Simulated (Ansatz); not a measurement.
MoS$_{2}$ (3R-MoS2 type, space group R3m)

```yaml
crystal:
  lattice:
    - [1.58761, 0.91661, 6.19494]
    - [-1.58761, 0.91661, 6.19494]
    - [0.00000, -1.83321, 6.19494]
  atoms:
    - { symbol: Mo, position: [0.00000, 0.00000, 0.00000] }
    - { symbol: S, position: [0.75030, 0.75030, 0.75030] }
    - { symbol: S, position: [0.58300, 0.58300, 0.58300] }
```

In each cell atom 2 (S, nearest neighbour Mo at 2.403 Å; its periodic images, 3.2 Å or more away, move with it) moves by s·(0.000, 0.000, 1.000) (along Cartesian z), the rest being held.

These are r2SCAN+rVV10 (plane waves to 500 eV, PAW, scalar-relativistic; Ansatz, a program for electronic structure) values and carry that method's errors. k mesh 10×10×10 (Γ-centred), Fermi-Dirac smearing 0.05 eV. The energy includes the smearing's −TS. As the smearing reaches across the gap at some points, energies and forces of such displacements shift with the k mesh and the smearing. MoS2 is run without spin polarisation. MoS2 was relaxed with its symmetry unable to fall. This is one of several known forms of MoS2; the measured ambient cells at hand have space group No. 194. ΔE is measured from the undisplaced structure. The last digit holds for this mesh only.

```
s (Å)   ΔE (meV/cell)
------  -------------
-0.480       withheld
-0.384         1616.2
-0.288          897.3
-0.192          378.8
-0.096           89.0
0.000             0.0
0.096            77.6
0.192           288.0
0.288           599.9
0.384           985.2
0.480          1419.4
```

Fit a polynomial form (powers 2, 3, 4) to the given rows and predict ΔE at s = -0.480.

Least squares on the 10 given rows: ΔE = (8993)·s² + (-5600)·s³ + (-735.1)·s⁴, in meV/cell with s in Å; root-mean-square residual 9.30 meV/cell. At -0.480 the fit gives 2652.3 meV/cell; the calculation gives 2509.2 meV/cell, so the extrapolation is off by 143.1 (+5.7 %). The quadratic term alone would give 2072.0 meV/cell.

(A displaced cell: forces are minus the slopes of the energy, force constants its curvatures, and phonons follow from these.)
